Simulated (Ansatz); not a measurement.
The following input was run with Ansatz 0.2.0.

```yaml
crystal:
  lattice:
    - [0.0, 2.9079915891, 2.9079915891]
    - [2.9079915891, 0.0, 2.9079915891]
    - [2.9079915891, 2.9079915891, 0.0]
  atoms:
    - { symbol: Cd, position: [0.0, 0.0, 0.0] }
    - { symbol: F, position: [0.25, 0.25, 0.25], spin: 0.24 }
    - { symbol: F, position: [0.75, 0.75, 0.75], spin: 0.24 }
    - { symbol: F, position: [0.5, 0.5, 0.5], spin: 0.63 }
basis:
  ecutwfc: 420
kpoints:
  mp_grid: { grid: [12, 12, 12] }
hamiltonian:
  xc: pbesol
scf:
  occupations: { method: gaussian, width: 0.1 }
output:
  forces: true
  stress: true
  eigenvalues: true
  populations: true
magnetization:
  spin_polarized: true
```

Launched with
```bash
ansatz run input.yaml --threads 1 --pin off --max-ram 2560MiB --backend cpu --events-out ev --progress --plain --runs-dir out
```

These are results of DFT PBEsol, scalar-relativistic, plane waves, PAW in Ansatz, not measurements.

From the run's log, abridged (iterations and final results):

```
SCF iter   1: F=—  HF=-10590.589603 eV  |F-HF|=—  |Δ(HF+E_count)|=         —  Δρ=1.25e-1 (↑1.16e-1 ↓1.25e-1) dr2=2.70e1  dr2_m=1.22e-1  M=1.055 μB ∫|m|=1.145 μB  β_m=0.30  ethr=3.10e-3  ⟨swp⟩=5.6  Hψ=14843  notcnv=0
spin=Collinear: Kerker preconditioning applied to the charge; magnetization (m = ρ↑ − ρ↓) channel mixes plain (no charge-response kernel on spin).
SCF iter   2: F=—  HF=-10584.955784 eV  |F-HF|=—  |Δ(HF+E_count)|=    5.63e0  Δρ=5.91e-2 (↑5.71e-2 ↓5.91e-2) dr2=8.04e0  dr2_m=2.19e-2  M=1.000 μB ∫|m|=1.080 μB  β_m=0.30  ethr=3.10e-3  ⟨swp⟩=3.0  Hψ=8912  notcnv=0  defer=130
spin-set hold released at iteration 2 (site moments show no strong build): the magnetisation degrees of freedom join the quasi-Newton model from the next iteration; the mixer history was kept
SCF iter   3: F=—  HF=-10582.588496 eV  |F-HF|=—  |Δ(HF+E_count)|=    2.37e0  Δρ=2.46e-2 (↑2.46e-2 ↓2.14e-2) dr2=1.20e0  dr2_m=3.36e-3  M=1.000 μB ∫|m|=1.060 μB  β_m=0.30  ethr=3.10e-3  ⟨swp⟩=3.0  Hψ=8974  notcnv=0  defer=133
SCF iter   4: F=—  HF=-10582.186220 eV  |F-HF|=—  |Δ(HF+E_count)|=   4.02e-1  Δρ=1.44e-2 (↑1.44e-2 ↓1.40e-2) dr2=2.63e-1  dr2_m=4.15e-3  M=1.000 μB ∫|m|=1.058 μB  β_m=0.41  ethr=2.93e-3  ⟨swp⟩=2.9  Hψ=6315  notcnv=0  defer=141
SCF iter   5: F=—  HF=-10582.096536 eV  |F-HF|=—  |Δ(HF+E_count)|=   8.97e-2  Δρ=7.77e-3 (↑5.93e-3 ↓7.77e-3) dr2=8.08e-2  dr2_m=1.54e-3  M=1.000 μB ∫|m|=1.065 μB  β_m=0.47  ethr=6.42e-4  ⟨swp⟩=2.8  Hψ=7954  notcnv=0  defer=144
SCF iter   6: F=—  HF=-10582.083362 eV  |F-HF|=—  |Δ(HF+E_count)|=   1.32e-2  Δρ=2.90e-3 (↑2.68e-3 ↓2.90e-3) dr2=1.44e-2  dr2_m=2.79e-4  M=1.000 μB ∫|m|=1.069 μB  β_m=0.65  ethr=1.97e-4  ⟨swp⟩=1.0  Hψ=3600  notcnv=0  defer=144
SCF iter   7: F=—  HF=-10582.082363 eV  |F-HF|=—  |Δ(HF+E_count)|=   9.99e-4  Δρ=1.67e-3 (↑1.02e-3 ↓1.67e-3) dr2=1.50e-3  dr2_m=3.41e-4  M=1.000 μB ∫|m|=1.071 μB  β_m=0.82  ethr=3.51e-5  ⟨swp⟩=2.2  Hψ=5438  notcnv=0  defer=144
SCF iter   8: F=—  HF=-10582.083065 eV  |F-HF|=—  |Δ(HF+E_count)|=   7.02e-4  Δρ=2.79e-4 (↑2.01e-4 ↓2.79e-4) dr2=5.62e-5  dr2_m=5.63e-6  M=1.000 μB ∫|m|=1.072 μB  β_m=0.91  ethr=3.67e-6  ⟨swp⟩=1.7  Hψ=6759  notcnv=0  defer=144
SCF iter   9: F=—  HF=-10582.083127 eV  |F-HF|=—  |Δ(HF+E_count)|=   6.15e-5  Δρ=3.84e-5 (↑3.84e-5 ↓3.72e-5) dr2=1.86e-6  dr2_m=4.03e-8  M=1.000 μB ∫|m|=1.071 μB  β_m=0.96  ethr=1.37e-7  ⟨swp⟩=2.3  Hψ=6071  notcnv=0  defer=144
SCF iter  10: F=—  HF=-10582.083127 eV  |F-HF|=—  |Δ(HF+E_count)|=   6.61e-7  Δρ=1.14e-5 (↑6.53e-6 ↓1.14e-5) dr2=1.09e-7  dr2_m=9.22e-9  M=1.000 μB ∫|m|=1.071 μB  β_m=0.98  ethr=4.53e-9  ⟨swp⟩=2.4  Hψ=6311  notcnv=0  defer=144
SCF iter  11: F=-10582.083127 eV  HF=-10582.083127 eV  |F-HF|=1.82e-11  |Δ(HF+E_count)|=   2.85e-8  Δρ=1.79e-6 (↑1.13e-6 ↓1.79e-6) dr2=2.66e-9  dr2_m=3.58e-10  M=1.000 μB ∫|m|=1.071 μB  ethr=2.44e-10  ⟨swp⟩=9.1  Hψ=15235  notcnv=0
SCF 1 converged in 11 iterations: F = -10582.083127 eV  dr2 = 2.66e-9
SCF converged after 11 iterations
Magnetization: 1.0000 μB (21.0000 up, 20.0000 down)
Absolute magnetization: 1.0715 μB (∫|ρ↑−ρ↓|, with the PAW one-centre terms)
Spin contamination: 0.0031 ħ² per cell (⟨S²⟩ above its minimum at these occupations)
Per-site moments (μB) at R_I (Å): [(0.00909769, 1.03883776), (0.22021417, 1.03883776), (0.22021417, 1.03883776), (0.57546511, 1.03883776)]
Free energy (F): -10582.083127 eV
Harris-Foulkes:  -10582.083127 eV  (|F-HF|=1.82e-11)
Internal energy: -10582.045749 eV  (E = F + TS)
E sigma→0 (E₀):  -10582.064438 eV
Entropy (-TS):   -0.037378 eV (-9.345 meV/atom)
Fermi energy:    5.142284 eV
--- Per-component energies (eV) ---
  E_band       = -551.380686
  E_kinetic    = 1111.471829
  E_local      = -4511.622012  (includes V_loc(G=0)·N_el)
  E_nonlocal   = 262.099754
  E_hartree    = 1921.710196
  E_xc         = -405.281736
  E_vxc        = -517.166501  (∫ρ·V_xc dr)
  E_paw        = -4595.805558  (= ΣΔE_a)
  E_vpaw       = -739.591563  (= ΣTr[D̂ρ^β])
  E_aug_tail   = 0.006038  (compensation charges beyond the density's cutoff)
  E_ewald      = -4365.093548
  E_core_change = 0.469288  (= ΣΔE_core)
  E_smearing   = -0.037378  (= −TS)
--- Forces (eV/Å), atoms counted from 1 ---
  atom   1  Cd     0.00000000     0.00000000     0.00000000
  atom   2  F      0.00000000     0.00000000     0.00000000
  atom   3  F      0.00000000     0.00000000     0.00000000
  atom   4  F      0.00000000     0.00000000     0.00000000
--- Stress (GPa, compression-positive) ---
      -10.322802       0.000000       0.000000
        0.000000     -10.322802       0.000000
        0.000000       0.000000     -10.322802
  P = ⅓ Tr σ = -10.3228 GPa (-103.228 kbar)
--- Band table (eV; the first three rows and the last of 144) ---
  k-point 0 ↑: bands = ["-94.0968", "-55.2126", "-55.2126", "-55.2126", "-16.0449", "-14.8315", "-14.6373", "-0.6136", "-0.6136", "-0.6136", "-0.0564", "-0.0564", "2.7671", "2.7671", "2.7671", "3.6905", "3.6905", "3.6905", "4.1751", "4.1751", "4.1751", "7.7187", "17.1761", "17.1761", "17.1761", "22.1371"]
  k-point 1 ↑: bands = ["-94.0968", "-55.2127", "-55.2126", "-55.2126", "-16.0228", "-14.8416", "-14.6510", "-0.6012", "-0.6012", "-0.5813", "-0.0678", "-0.0678", "2.7719", "2.7719", "2.7872", "3.4950", "3.6394", "3.6394", "4.1830", "4.2199", "4.2199", "7.9473", "16.9715", "17.1436", "17.1436", "22.2340"]
  k-point 2 ↑: bands = ["-94.0968", "-55.2128", "-55.2127", "-55.2127", "-15.9587", "-14.8714", "-14.6893", "-0.5707", "-0.5707", "-0.4842", "-0.0934", "-0.0934", "2.6519", "2.7844", "2.7844", "3.2891", "3.5225", "3.5225", "4.1321", "4.3174", "4.3174", "8.5059", "16.4554", "17.0652", "17.0652", "22.4870"]
  k-point 71 ↓: bands = ["-94.0815", "-55.1985", "-55.1985", "-55.1984", "-14.7296", "-14.7296", "-14.3233", "-0.1878", "-0.1396", "-0.1383", "-0.0632", "-0.0632", "1.4989", "2.7497", "2.7497", "2.8601", "4.3815", "4.6605", "5.0469", "5.0674", "5.0674", "10.8523", "15.8386", "15.8386", "17.0690", "21.7297"]
--- Löwdin populations: 4 sites ---
  site symbol q [e]    m [muB]
     0     Cd     18.4387    -0.0079
     1      F      7.5450     0.2216
     2      F      7.5450     0.2216
     3      F      7.3388     0.5790
  spilling = 0.003232 (of n_electrons = 41.000000)
```

The calculation finished and met its thresholds.

The run took 12 s on 1 thread of AMD EPYC 7R43 64-Core Processor (Zen 3), on a shared host, peak memory 0.46 GiB.